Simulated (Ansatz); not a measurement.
The relaxed structure here is a generated cell of AlCu: the first start was made by placing the elements on the sites of a structure type, and the end was not matched to a known phase here, so it may be hypothetical.

A relaxed cell of AlCu (R-3m (No. 166)), relaxed on a k-mesh at least as fine as the one used below. The numbers are results of PBE (plane waves to 420 eV, PAW, scalar-relativistic; Ansatz, a program for electronic structure), not measurements. Γ-centred k-mesh 7×14×14 on the run's cell (coarser than for final values), Fermi–Dirac smearing 0.05 eV.

```
CELL_PARAMETERS angstrom
      2.78131     1.60579     8.23462
     -1.39066     0.80290     4.11731
      0.00000    -1.60579     4.11731
ATOMIC_POSITIONS crystal
  Al 0.00000 0.00000 0.00000
  Al 0.50000 0.00000 0.00000
  Cu 0.25000 0.50000 0.50000
  Cu 0.75000 0.50000 0.50000
```

The atoms are displaced by (Å):

```
atom     ux      uy      uz
----  -----  ------  ------
Al1   0.096   0.154  -0.020
Al2   0.084  -0.043   0.002
Cu3   0.081   0.001  -0.047
Cu4   0.025  -0.142  -0.083
```

Question: What forces (eV/Å) and pressure result?

Answer: 
```tsv
atom	Fx	Fy	Fz
Al1	-0.47	-0.88	-0.19
Al2	0.33	0.42	-0.50
Cu3	-0.17	0.00	0.29
Cu4	0.31	0.46	0.40
```

Pressure +1.4 GPa.

Question: Estimate the energy cost of the displacement in the harmonic approximation and compare with the calculation.

Answer: For a harmonic well ΔE = −½ Σ F·u = 0.144 eV a cell, or 36 meV/atom. The calculated energy relative to the undisplaced cell is +0.04 eV/atom, so the harmonic estimate holds well.

No spin polarisation in the result.

The run that gave the undisplaced cell could not lose the symmetry of its start; a randomly shaken copy of 4 atoms returns to this structure.
